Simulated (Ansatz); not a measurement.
AgW in space group Cmcm (No. 63; Ag on 4c, W on 4c) at seven volumes, plane-wave PAW PBEsol (Ansatz code), shape and atoms relaxed at each. One row is withheld.

```csv
V (Å³/atom),P (GPa)
14.878,23.47
15.368,14.23
15.859,?
16.349,0.01
16.840,-5.38
17.330,-9.83
17.821,-13.46
```

**Question.** Fit the shown pressures and predict the withheld one.

**Answer.** Third-order Birch–Murnaghan: P = (3/2)B₀(x^(7/2) − x^(5/2))[1 + (3/4)(B′ − 4)(x − 1)] with x = (V₀/V)^(2/3). Least squares on the six rows gives V₀ = 16.349 Å³/atom, B₀ = 195.4 GPa, B′ = 5.15. At V = 15.859, x = 1.0205 and P = 6.43 GPa. The run itself gave 6.48 GPa.

The start of the workflow was typed in or built on a structure type; neither database checked (COD, Materials Project) lists it. Its standing as an ambient phase is unchecked. The PBEsol relaxation kept the symmetry of its start; its stability against distortions is not shown here. No spin polarisation was allowed. Its formation energy is positive at this level, so the cell may be metastable or incomplete. Scalar-relativistic: spin–orbit coupling is off unless named, which matters more the heavier the elements.

Potentials: the later of the program's two PAW sets.
